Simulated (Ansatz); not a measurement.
### Question
Each is relaxed and computed with plane-wave PAW r²SCAN (Ansatz code). Which is the only metal?
A) TePb, rock salt
B) WC, rock salt
C) SiGeC2, P-4m2 (Si on 1a, C on 2g, Ge on 1c)
D) SiB12C2, R-3m (B on 18h, B on 18h, C on 6c, Si on 3b)

### Answer
B, WC, rock salt. WC: metal; SiB12C2: gap 1.87 eV (indirect); TePb: gap 1.10 eV (direct); SiGeC2: gap 1.80 eV (indirect). Typed or built starts, not in the databases checked: SiB12C2, R-3m (B on 18h, B on 18h, C on 6c, Si on 3b); SiGeC2, P-4m2 (Si on 1a, C on 2g, Ge on 1c). Not the usual ambient phase: WC, rock salt. All cells were relaxed under the symmetry of their starts (and spin orders); stability against distortions was not tested throughout. Rows with no word on spin ran without spin polarisation. Spin–orbit coupling is left out wherever it is not named.

Potentials: the earlier of the program's two PAW sets.
